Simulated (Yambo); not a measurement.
G0W0@LDA for KSc$_{2}$F$_{7}$ (space group Cmmm, No. 65) in Yambo. Reference settings: 2×2×4 Γ-centred k mesh, bands 3 to 166 and a 6 Ry block in the screening, 166 bands in G with the Bruneval-Gonze terminator, plasmon pole fitted at 27.2 eV. The LDA gap Γ → (-0.5, -0.5, 0) on this mesh is 5.80 eV; G0W0 gaps are taken between the same points.

| change from the reference | G0W0 gap Γ → (-0.5, -0.5, 0) (eV) | shift of the valence edge (eV) |
|---|---|---|
| reference settings | 10.73 | -2.00 |
| 2×2×2 mesh | 10.73 | -1.96 |
| 5 Ry block | 10.87 | -2.08 |
| 58 bands in W, 58 bands in G, 3 Ry block, no terminator | 12.74 | -2.80 |
| 103 bands in W, 103 bands in G, 2 Ry block | 12.06 | -2.85 |
| 134 bands in W, 134 bands in G, 2 Ry block | 11.96 | -2.84 |
| 77 bands in W, 77 bands in G, 4 Ry block | [?] | -2.19 |
| 103 bands in W, 103 bands in G, no terminator | [?] | -1.73 |

### Question
Estimate the withheld gaps from the other rows; the computed values follow.

### Answer

- 77 bands in W, 77 bands in G, 4 Ry block, G0W0 gap Γ → (-0.5, -0.5, 0) (eV): 11.33
- 103 bands in W, 103 bands in G, no terminator, G0W0 gap Γ → (-0.5, -0.5, 0) (eV): 11.13

The reference isn't shown to be the converged limit.

Geometry of the Materials Project entry, not relaxed at this level; primitive cell a = b = 6.224 Å, c = 4.048 Å, α = β = 90.00°, γ = 116.57°.

The structure is a Materials Project entry; no match was found in the copy of COD used, and its stability was not checked.

A shift is the quasiparticle energy of the state minus its LDA energy.
